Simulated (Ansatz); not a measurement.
BP:
```cif
data_BP
_chemical_formula_sum 'P1 B1'
_space_group_name_H-M_alt 'P 1'
_space_group_IT_number 1
_cell_length_a 3.20789
_cell_length_b 3.20789
_cell_length_c 3.20789
_cell_angle_alpha 60.000
_cell_angle_beta 60.000
_cell_angle_gamma 60.000
loop_
_space_group_symop_operation_xyz
  'x, y, z'
loop_
_atom_site_label
_atom_site_type_symbol
_atom_site_fract_x
_atom_site_fract_y
_atom_site_fract_z
_atom_site_occupancy
P1 P 0.75000 0.75000 0.75000 1
B1 B 0.00000 0.00000 0.00000 1
```

Relaxed with r²SCAN.

Problem. Decompose the optical modes at the zone centre into irreducible representations, and say which are infrared and Raman allowed.

Solution. Point group -43m: Γ_opt = T2. Infrared: T2. Raman: T2.

Problem. Assign frequencies (DFPT, r²SCAN in the plane-wave PAW code Ansatz; without the LO–TO term).

Solution. T2 818 cm⁻¹.

Space group F-43m (zinc blende). The r²SCAN relaxation kept the symmetry of its start; phonons on a q-mesh show no instability.

Potentials: the later of the program's two PAW sets.
